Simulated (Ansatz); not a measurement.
What DFT gives for Ga$_{2}$P

```xyz
3
Lattice="2.9008 0.0000 0.0000 0.0000 2.9008 0.0000 0.0000 0.0000 5.9851" Properties=species:S:1:pos:R:3 pbc="T T T"
Ga    1.4504    1.4504    1.7656
Ga    1.4504    1.4504    4.2195
P     0.0000    0.0000    0.0000
```

Single point in Ansatz 0.2.0 with PBE, no spin polarisation. Cutoff 420 eV, PAW datasets, 12×12×6 Γ-centred k mesh, fermi-dirac filling (width 0.1 eV).

(1) Where is the largest force?

(2) Which element gives electrons and which takes them?

(3) Describe some of the short contacts.

(4) Metal or insulator?

Origin: a known structure type with other elements, at an estimated volume, so it need not be a known compound.

## Answers

(1) The largest is on Ga1 (and as large on other atoms): 0.54 eV/Å, components (0.00, 0.00, -0.54). It makes 180° with the line to a nearest neighbour, Ga2 at 2.45 Å, pointing away from it.

(2) Bader charges in e: Ga +0.28, P -0.55. In the mean Ga gives up most and P takes most.

(3) Ga–Ga at 2.45 Å: least valence density 0.39 e/Å³ and ELF 0.53 there. Ga–P at 2.71 Å: least valence density 0.27 e/Å³ and ELF 0.38 there. P–P at 2.90 Å: least valence density 0.23 e/Å³ and ELF 0.28 there. Both are smooth PAW fields, read partly inside the augmentation spheres.

(4) It is a metal, with about 1.5 states/eV a cell as the mean within 0.25 eV of the Fermi level, mostly Ga p (45 %), P p (31 %) and Ga s (15 %).
